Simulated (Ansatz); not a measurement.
# Trial structures of Al₃Rh₂: starts and ends

All numbers below come from DFT PBE, scalar-relativistic, plane waves, PAW (Ansatz 0.2.0). All cells share a 420 eV cutoff and Γ-centred k meshes spaced at most about 0.3 Å⁻¹ (about 0.25 or finer for metals, 2π included). No spin polarisation in the final relaxations.

Each guess was relaxed in cell and atoms at zero pressure, within the symmetry of its start. All energies are static (0 K, no zero-point motion). Coordination counts all near atoms (those within 1.25 times the shortest distance at each site; a plus sign parts nearer from farther groups; a slash parts the counts of unlike sites).

```
guess    made from  start group  V start (Å³/atom)  end group  V end (Å³/atom)  coordination at the end  gap on mesh (eV)  E over the lowest end (meV/atom)
    1  random cell       P6/mmm               14.9     P6/mmm             23.6           Al 2/8, Rh 3+6                 0                               724
    2  Mg3As2 type        Pn-3m               17.0          ?                ?                        ?                 ?                                 ?
    3  random cell         P4mm               16.3       P4mm             17.1          Al 9/10, Rh 5/8                 0                                72
    4  Fe3Ge2 type        P-6m2               13.9      P-6m2             15.6      Al 11/3+8, Rh 8/3+6                 0                                 0
```

Guess 2 as it starts:

```
Al Rh
1.0
     5.54071    0.00000    0.00000
     0.00000    5.54071    0.00000
     0.00000    0.00000    5.54071
Al Rh
6 4
Direct
  0.00000 0.50000 0.50000
  0.00000 0.50000 0.00000
  0.50000 0.00000 0.50000
  0.00000 0.00000 0.50000
  0.50000 0.00000 0.00000
  0.50000 0.50000 0.00000
  0.25000 0.25000 0.25000
  0.25000 0.75000 0.75000
  0.75000 0.75000 0.25000
  0.75000 0.25000 0.75000
```

Problem. Fill in the missing row: what does this guess relax into, and where does it rank?

Solution. It ends in space group Pn-3m (No. 224), with a = 5.740 Å, 18.9 Å³/atom and no gap. It lies 255 meV/atom over the lowest end, above guess 3 and below guess 1. Counting all near atoms, this end has Al 4+4, Rh 6 and the lowest (guess 4) has Al 11/3+8, Rh 8/3+6.

```cif
data_structure
_symmetry_space_group_name_H-M 'Pn-3m:1'
_symmetry_Int_Tables_number 224
_cell_length_a 5.7395
_cell_length_b 5.7395
_cell_length_c 5.7395
_cell_angle_alpha 90.000
_cell_angle_beta 90.000
_cell_angle_gamma 90.000
_cell_volume 189.07
loop_
_atom_site_label
_atom_site_type_symbol
_atom_site_symmetry_multiplicity
_atom_site_Wyckoff_symbol
_atom_site_fract_x
_atom_site_fract_y
_atom_site_fract_z
_atom_site_occupancy
Al1 Al 6 d 0.00000 0.50000 0.50000 1
Rh1 Rh 4 b 0.25000 0.25000 0.25000 1
```

The zero of energy is the elements' standard structures at the same level; no fitted shifts are applied.

Problem. Is the lowest end bound against the elements?

Solution. Yes: its formation energy is −0.48 eV/atom. It lies below the elements, which doesn't yet make it stable against other compounds or structures.

Cells relaxed within their symmetry can be saddle points. A lower structure may well exist outside this small set. Some candidate types were left out of the draw beforehand, so a known form may be missing.
